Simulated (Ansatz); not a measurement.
**Optical constants of InB**

The calculation used DFT PBE, scalar-relativistic, plane waves, PAW in Ansatz. Cutoff 420 eV, 14×14×14 k-points (Γ-centred), Fermi-Dirac smearing of 0.15 eV. No spin polarisation.

Equilibrium structure at this level:
```yaml
crystal:
  lattice:
    - [1.86423, -2.74466, 0.00000]
    - [1.86423, 2.74466, 0.00000]
    - [0.00000, 0.00000, 3.29173]
  atoms:
    - { symbol: In, position: [0.00000, 0.00000, 0.00000] }
    - { symbol: B, position: [0.50000, 0.50000, 0.50000] }
```

The cell was built by swapping an element in a database structure (itself possibly hypothetical) and relaxing; it need not be the stable form of this composition. In a metal these results depend on the k mesh and the smearing.

Independent-particle response (no local fields, no excitons) on a 22×22×20 mesh, broadened by 0.1 eV; the Drude term is undamped and its weight carries the smearing above, which sets much of it in a semimetal. The run couldn't bound its error over part or most of this range, so small peaks and near ties are unsure. Light polarised along y. ε₁ lacks the small share of bands above those solved.

Task: Tabulate n, κ, the reflectivity and the absorption coefficient against photon energy.

Result:
```csv
E (eV),n,κ,R,α (10⁵ cm⁻¹)
0.2,0.36,45.22,1.00,9.17
0.5,2.35,18.10,0.97,9.17
0.8,0.87,11.95,0.98,9.69
1.1,0.55,8.60,0.97,9.58
1.4,0.38,6.42,0.97,9.11
1.7,0.56,4.86,0.91,8.37
2.0,0.68,3.89,0.85,7.89
2.3,1.04,2.84,0.66,6.62
2.6,1.98,2.38,0.45,6.26
2.9,2.60,2.89,0.51,8.51
3.2,2.64,3.51,0.59,11.39
3.5,1.91,3.58,0.64,12.71
3.8,1.61,3.56,0.67,13.70
4.1,1.20,3.42,0.71,14.23
4.4,0.92,3.15,0.73,14.06
4.7,0.78,2.89,0.73,13.77
5.0,0.70,2.71,0.73,13.73
5.3,0.59,2.56,0.74,13.77
5.6,0.47,2.36,0.76,13.38
5.9,0.41,2.19,0.76,13.08
6.2,0.36,2.00,0.75,12.56
6.5,0.35,1.83,0.73,12.02
6.8,0.37,1.65,0.68,11.40
7.1,0.47,1.55,0.59,11.13
7.4,0.53,1.58,0.56,11.88
7.7,0.41,1.56,0.63,12.21
8.0,0.35,1.46,0.65,11.85
8.3,0.31,1.35,0.65,11.33
8.6,0.31,1.25,0.62,10.92
8.9,0.32,1.16,0.59,10.49
9.2,0.32,1.09,0.56,10.12
9.5,0.33,1.01,0.53,9.73
9.8,0.35,0.94,0.48,9.36
10.1,0.38,0.91,0.45,9.32
10.4,0.36,0.86,0.45,9.11
10.7,0.35,0.80,0.43,8.73
11.0,0.36,0.74,0.40,8.25
11.3,0.37,0.68,0.36,7.79
11.6,0.39,0.62,0.33,7.31
11.9,0.42,0.57,0.28,6.86
```

Task: Where is the highest local maximum of ε₂ between 0.3 and 12 eV?

Result: At 0.5 eV, where ε₂ = 85.2.